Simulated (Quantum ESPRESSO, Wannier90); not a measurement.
## LiCl (rock salt): Wannier90 run

Materials Project entry mp-22905; symmetrised, unrelaxed at this level. COD (Crystallography Open Database) has an entry of this formula and space group (matched by these alone). Computed values, not measurements, from PBEsol: Quantum ESPRESSO (norm-conserving PseudoDojo potentials, cutoff 60 Ry, no spin polarisation, no spin-orbit coupling) on a Γ-centred 10×10×10 mesh, then Wannier90. Density: 10×10×10 mesh, cold smearing 0.01 Ry.

Input w.win:

```
num_bands = 15
num_wann = 8
exclude_bands = 1
num_iter = 0
conv_tol = 1.0e-6
conv_window = 4
dis_num_iter = 1000
dis_conv_tol = 1.0e-6
dis_froz_max = 9.63
write_hr = true
write_u_matrices = true
begin projections
Li: s;p
Cl: s;p
end projections
begin unit_cell_cart
ang
    0.0000000000    2.5421200000    2.5421200000
    2.5421200000    0.0000000000    2.5421200000
    2.5421200000    2.5421200000    0.0000000000
end unit_cell_cart
begin atoms_frac
Li   0.0000000000  0.0000000000  0.0000000000
Cl   0.5000000000  0.5000000000  0.5000000000
end atoms_frac
mp_grid = 10 10 10
begin kpoints
0.0000000000 0.0000000000 0.0000000000
0.0000000000 0.0000000000 0.1000000000
0.0000000000 0.0000000000 0.2000000000
... (997 more lines: the 10x10x10 mesh through Gamma)
end kpoints
```

On the energy scale of pw.x, whose zero is arbitrary, the valence-band maximum lies at 1.85 eV. Lines of w_hr.dat (R1 R2 R3 m n Re Im, eV) for R = 0 and one of the shortest lattice vectors, rounded to 0.01 eV, lines under 0.02 eV left out; orbitals in order: Li1 s, Li1 pz, Li1 px, Li1 py, Cl2 s, Cl2 pz, Cl2 px, Cl2 py.

```
    0    0    0    1    1    10.98     0.00
    0    0    0    5    1     0.03     0.00
    0    0    0    2    2    11.83     0.00
    0    0    0    3    3    11.83     0.00
    0    0    0    4    4    11.83     0.00
    0    0    0    1    5     0.03     0.00
    0    0    0    5    5   -10.25     0.00
    0    0    0    6    6     1.84     0.00
    0    0    0    7    7     1.84     0.00
    0    0    0    8    8     1.84     0.00
   -1    0    0    1    1    -0.13     0.00
   -1    0    0    2    1     0.18     0.00
   -1    0    0    4    1     0.18     0.00
   -1    0    0    1    2    -0.18     0.00
   -1    0    0    2    2     0.28     0.00
   -1    0    0    4    2     0.40     0.00
   -1    0    0    3    3    -0.10     0.00
   -1    0    0    1    4    -0.18     0.00
   -1    0    0    2    4     0.40     0.00
   -1    0    0    4    4     0.28     0.00
   -1    0    0    1    5    -0.67     0.00
   -1    0    0    3    5    -1.40     0.00
   -1    0    0    2    6    -0.50     0.00
   -1    0    0    8    6     0.04     0.00
   -1    0    0    1    7     1.55     0.00
   -1    0    0    3    7     2.31     0.00
   -1    0    0    7    7    -0.02     0.00
   -1    0    0    4    8    -0.50     0.00
   -1    0    0    6    8     0.04     0.00
```
